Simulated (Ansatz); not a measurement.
**Structures of B3P2: which is lowest?**

Plane-wave DFT in Ansatz with scalar-relativistic PAW potentials, cutoff 420 eV, Γ-centred meshes chosen by cell and gap, Gaussian smearing with energies taken to zero width. Every cell was relaxed (cell and atoms) in a run of its own, within the symmetry of its start. Functional: PBE.

Relaxed structures (starts from databases or built by putting these elements on another compound's sites):
A. R-3c, 10 atoms in the computed cell, a = 4.946 Å, c = 14.643 Å; sites (symmetry × multiplicity) B .2 × 18, P 3. × 12; start: built
B. Fmmm, 10 atoms in the computed cell, a = 5.862 Å, b = 6.526 Å, c = 10.237 Å; sites (symmetry × multiplicity) B .m. × 16 + mm2 × 8, P 222 × 8 + m2m × 8; start: built
C. P-3m1, 5 atoms in the computed cell, a = 3.079 Å, c = 6.325 Å; sites (symmetry × multiplicity) B -3m. × 1 + 3m. × 2, P 3m. × 2; start: built
D. P4/mbm, 10 atoms in the computed cell, a = 5.988 Å, c = 3.194 Å; sites (symmetry × multiplicity) B 4/m.. × 2 + m.2m × 4, P m.2m × 4; start: built

Rank them by energy. Could pressure change the order?

| structure | group | E − E(lowest) (meV/atom) | V (Å³/atom) | gap on mesh (eV) |
| --- | --- | --- | --- | --- |
| C | P-3m1 | 0.0 | 10.39 | 0.00 |
| D | P4/mbm | 239 | 11.45 | 0.00 |
| A | R-3c | 357 | 10.34 | 0.00 |
| B | Fmmm | 530 | 9.79 | 0.00 |

C is lowest, 239 meV/atom under D. B is denser by 0.60 Å³/atom, so pressure favours it: ΔE/ΔV, with ΔE in eV and 1 eV/Å³ = 160.2 GPa, gives about 142 GPa for equal enthalpy if both cells were rigid; at such pressures compression changes ΔV much, so this is a scale only. Other structures may lie lower than all of these, and vibrations aren't counted.